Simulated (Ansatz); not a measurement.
This is a known allotrope of Zr, reached from a generated start. Known forms of Zr include space group No. 194.

A relaxed cell of Zr (Im-3m (No. 229)), relaxed on a k-mesh at least as fine as the one used below. Calculation: r2SCAN (plane waves to 500 eV, PAW, scalar-relativistic; Ansatz, a first-principles code). Γ-centred k-mesh 13×13×13 on the run's cell (coarser than for final values), Fermi–Dirac smearing 0.05 eV.

```
Zr
1.0
   -3.58008     3.58008     3.58008
    1.79004    -1.79004     1.79004
    1.79004     1.79004    -1.79004
Zr
2
Direct
  0.00000   0.00000   0.00000
  0.50000   0.00000   0.00000
```

The atoms are displaced along an unstable phonon of this cell by (Å):

| atom | ux | uy | uz |
|---|---|---|---|
| Zr1 | 0.000 | 0.106 | -0.106 |
| Zr2 | 0.000 | -0.106 | 0.106 |

Q: What forces (eV/Å) and pressure result?

A: 
```json
[
 {"atom": "Zr1", "Fx": "0.00", "Fy": "0.20", "Fz": "-0.20"},
 {"atom": "Zr2", "Fx": "0.00", "Fy": "-0.20", "Fz": "0.20"}
]
```

Pressure +0.5 GPa.

Q: Estimate the energy cost of the displacement in the harmonic approximation and compare with the calculation.

A: For a harmonic well ΔE = −½ Σ F·u = -0.041 eV a cell, or -21 meV/atom. The calculated energy relative to the undisplaced cell is -0.03 eV/atom, so anharmonic terms matter at this amplitude.

The undisplaced cell is probably no minimum: from this displacement the run went on to P6₃/mmc (No. 194), 0.12 eV/atom below it.

No spin polarisation in the result.
